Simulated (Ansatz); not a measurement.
Input:

ScAg3 (Cu3Au type, Pm-3m), a = b = c = 4.2039 Å, α = β = γ = 90.00°.

This is the r²SCAN-relaxed structure.

### Question
All from the program Ansatz at the r²SCAN level (PAW), unless another level is named. Predict the formation energy from the elements (no fitted shifts).

### Answer
-0.073 eV/atom.

### Question
What about the density of states at the Fermi level?

### Answer
0.70 states/eV per atom (mean over ±0.08 eV).

The start of the workflow was typed in or built on a structure type; neither database checked (COD, Materials Project) lists it. Whether it is the stable phase at ambient conditions was not checked. The r²SCAN relaxation kept the symmetry of its start; its stability against distortions is not shown here. The run is not spin-polarised. The references are the lowest solids computed at this level, not always the standard phases. Spin–orbit coupling is left out wherever it is not named.

Potentials: the later of the program's two PAW sets.
